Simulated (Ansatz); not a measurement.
This run works on a generated trial structure, not on a known crystal.

Input and command of a plane-wave DFT calculation in Ansatz:

```yaml
crystal:
  lattice:
    - [3.3740280725, -0.0413573353, -0.0311632419]
    - [-1.7228305392, 2.9038391118, -0.0075259572]
    - [-0.1834670597, -0.1570866467, 19.6804402278]
  atoms:
    - { symbol: Zr, position: [0.6912793653, 0.3413074432, 0.2503083047] }
    - { symbol: Zr, position: [0.6705067511, 0.3568540516, 0.7519954791] }
    - { symbol: Nb, position: [-0.0106700605, 0.000966462, 0.3654602048] }
    - { symbol: Nb, position: [0.0014501933, 0.0069679982, 0.8609652222] }
    - { symbol: Nb, position: [0.9939407249, 0.0011966282, 0.1364702597] }
    - { symbol: Nb, position: [-0.0109272939, -0.029890256, 0.6358847388] }
    - { symbol: Nb, position: [-0.0011503418, 0.9900452273, 0.5015601264] }
    - { symbol: Nb, position: [-0.0297798243, -0.0077903613, 1.83862e-05] }
    - { symbol: "N", position: [0.7065012688, 0.3639323562, 0.4998822915] }
    - { symbol: "N", position: [0.6555158839, 0.3097437839, 0.9974549866] }
basis:
  ecutwfc: 420
kpoints:
  mp_grid: { grid: [6, 6, 1] }
hamiltonian:
  xc: pbe
scf:
  occupations: { method: gaussian, width: 0.2 }
  lower_state_search: "off"
output:
  forces: true
  stress: true
  eigenvalues: true
relax:
  adjacent_minimum: "off"
  f_tol: 0.025
  max_steps: 60
  cell: { stress_tol: 0.25 }
```

```bash
ansatz run input.yaml --threads 1 --pin off --max-ram 2560MiB --backend cpu --events-out ev --progress --plain --runs-dir out
```

Processor: AMD EPYC 9R45 96-Core Processor (Zen 5), 1 thread, on a host shared with other jobs.

Q: Estimate time, memory and problem size.

A: About 5 min, peak memory 0.59 GiB. It solves 68 bands at 20 k points (after reduction by symmetry) with about 3243 plane waves (on the last cell), in 234 SCF iterations over 32 ionic steps.
